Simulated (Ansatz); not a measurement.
Relaxed polymorphs of Rh. These are r2SCAN (plane waves to 500 eV, PAW, scalar-relativistic; Ansatz, a program for electronic structure) values and carry that method's errors. One row is withheld; estimate it from its structure type, its coordination and the trend of the others.

```tsv
structure	coordination	E − E(first row) (eV/atom)	V (Å³/atom)
Fm-3m, cF4, fcc (Cu type)	Rh 12 (cuboctahedral)	0.00	13.72
Pa-3, cP8	–	0.25	14.26
Pm-3n, cP8	–	0.31	14.19
P6₃/mmc, hP4, AFLOW prototype A_hP4_194_ac (A3', as in La)	–	0.02	13.74
P4₃2₁2, tP12	–	0.31	14.56
I-43d, cI16, AFLOW prototype A_cI16_220_c (as in Li)	–	?	?
P6₃/mmc, hP2, hcp (Mg type)	Rh 12 (anticuboctahedral)	0.05	13.77
P6/mmm, hP3	–	0.24	14.09
```

Complete the blanks.


- I-43d, cI16, AFLOW prototype A_cI16_220_c (as in Li), E − E(first row) (eV/atom): 0.15
- I-43d, cI16, AFLOW prototype A_cI16_220_c (as in Li), V (Å³/atom): 14.00

The withheld cell: I-43d (No. 220), cI16, AFLOW prototype A_cI16_220_c (as in Li); a = b = c = 6.0738 Å, α = β = γ = 90.00°; Rh 16c (0.217, 0.217, 0.217). Coordination numbers (neighbours up to the widest gap in distance over summed covalent radii, below 1.35; n+m marks a second, longer set).

Each run could gain symmetry but not lose that of its start, so entries can be saddle points. From databases, or of a type measured for this composition: Fm-3m, cF4, fcc (Cu type); the others are generated cells (placed on structure types, drawn at random, substituted or restacked) that were not matched to a known phase here. Static energies at zero pressure. No spin polarisation in the result.
